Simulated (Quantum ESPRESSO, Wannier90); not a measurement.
**Tight-binding from DFT: GaNi₃ (Cu3Au type)**

```
begin unit_cell_cart
ang
    3.5365400000    0.0000000000    0.0000000000
    0.0000000000    3.5365400000    0.0000000000
    0.0000000000    0.0000000000    3.5365400000
end unit_cell_cart
begin atoms_frac
Ga   0.0000000000  0.0000000000  0.0000000000
Ni   0.5000000000  0.0000000000  0.5000000000
Ni   0.0000000000  0.5000000000  0.5000000000
Ni   0.5000000000  0.5000000000  0.0000000000
end atoms_frac
```

Cell from Materials Project (mp-815), symmetrised, no further relaxation. Not found in the COD (Crystallography Open Database) copy used; not checked further. Level: PBEsol, spinors with spin-orbit coupling, ferromagnetic start along z; pw.x of Quantum ESPRESSO at 79 Ry with PseudoDojo potentials, 4×4×4 k-points, Wannier90. Density: 12×12×12 mesh, cold smearing 0.01 Ry. Only the ferromagnetic state was computed; other magnetic orders were not tried.

A tight-binding model is made by disentanglement and projection with no localisation steps (num_iter = 0), so the 62 orbitals stay atom-like: hydrogen-like Ga: s;p; Ni: s;p;d, axes along x, y, z; frozen window up to 3.00 eV relative to the Fermi level. It follows pw.x to 21 meV rms for states up to 1.0 eV relative to the Fermi level. Matrix elements depend on this choice of orbitals and windows.

The 20 largest hoppings ⟨m,0|H|n,R⟩ between different sites (one of each Hermitian pair; signs follow the real orbitals' lobes; the list may end inside a set of equal values):

```csv
m,n,R,distance of the centres (Å),t (eV),Im t (eV)
Ni4 px↓,Ni3 pz↓,0 0 0,2.50,-2.187,0.000
Ni4 py↓,Ni2 pz↓,0 0 0,2.50,-2.187,0.000
Ni2 pz↓,Ni4 py↓,0 0 1,2.50,2.187,0.000
Ni3 pz↓,Ni4 px↓,0 0 1,2.50,2.187,0.000
Ni4 py↓,Ni2 pz↓,0 1 -1,2.50,-2.187,0.000
Ni4 py↓,Ni2 pz↓,0 1 0,2.50,2.187,0.000
Ni4 px↓,Ni3 pz↓,1 0 -1,2.50,-2.187,0.000
Ni4 px↓,Ni3 pz↓,1 0 0,2.50,2.187,0.000
Ni3 py↓,Ni2 px↓,0 0 0,2.50,-2.187,0.012
Ni3 py↓,Ni2 px↓,0 1 0,2.50,2.187,0.012
Ni2 px↓,Ni3 py↓,1 -1 0,2.50,-2.187,-0.012
Ni2 px↓,Ni3 py↓,1 0 0,2.50,2.187,-0.012
Ni3 py↑,Ni2 px↑,0 0 0,2.50,-2.184,-0.012
Ni3 py↑,Ni2 px↑,0 1 0,2.50,2.184,-0.012
Ni2 px↑,Ni3 py↑,1 -1 0,2.50,-2.184,0.012
Ni2 px↑,Ni3 py↑,1 0 0,2.50,2.184,0.012
Ni4 px↑,Ni3 pz↑,0 0 0,2.50,-2.184,0.000
Ni4 py↑,Ni2 pz↑,0 0 0,2.50,-2.184,0.000
Ni2 pz↑,Ni4 py↑,0 0 1,2.50,2.184,0.000
Ni3 pz↑,Ni4 px↑,0 0 1,2.50,2.184,0.000
```
